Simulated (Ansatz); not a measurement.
CeO$_{2}$ (fluorite)

```
CELL_PARAMETERS angstrom
      0.00000     2.71868     2.71868
      2.71868     0.00000     2.71868
      2.71868     2.71868     0.00000
ATOMIC_POSITIONS crystal
  Ce 0.00000 0.00000 0.00000
  O  0.25000 0.25000 0.25000
  O  0.75000 0.75000 0.75000
```

The slice is a {111} plane (indices of the conventional cell) through the point (0.250, 0.250, 0.250) (fractional), spanned by u = [100] and v = [-1 2 0] in vectors of this cell: u (3.84 Å) and v (6.66 Å, at 90° to u). It covers one period; positions are fractions (u, v).

The numbers are results of r2SCAN (plane waves to 500 eV, PAW, scalar-relativistic; Ansatz, a program for electronic structure), not measurements. k mesh 11×11×11. Inside the PAW spheres the values are not all-electron values, and peaks at nuclei hang on which shells count as valence. CeO2 is run without spin polarisation. CeO2 was relaxed with its symmetry unable to fall. The f-shell state is unchecked: a lower one may exist.

Predict the map of the electrostatic potential energy of an electron, from the cell's mean on the slice.


| v \ u | 0.00 | 0.14 | 0.29 | 0.43 | 0.57 | 0.71 | 0.86 |
|---|---|---|---|---|---|---|---|
| 0.88 | x | x | <2.0 | x | x | <2.0 | x |
| 0.75 | 9.9 | 7.8 | <2.0 | x | x | <2.0 | 7.8 |
| 0.62 | 9.9 | 9.8 | 9.2 | x | x | 9.2 | 9.8 |
| 0.50 | 3.1 | 5.7 | x | x | x | x | 5.7 |
| 0.38 | x | x | 4.3 | x | x | 4.4 | x |
| 0.25 | x | <2.0 | 5.0 | 9.4 | 9.4 | 5.0 | <2.0 |
| 0.12 | x | x | 9.7 | 9.9 | 9.9 | 9.7 | x |
| 0.00 | x | x | 7.7 | 3.8 | 3.8 | 7.7 | x |

Values: electrostatic potential energy of an electron, from the cell's mean, in eV. Points within 1 Å of a nucleus are blanked (x), as the pseudised field means little there. Values under 2 eV are set to 2. The zero, the cell's mean, hangs on the PAW cores.
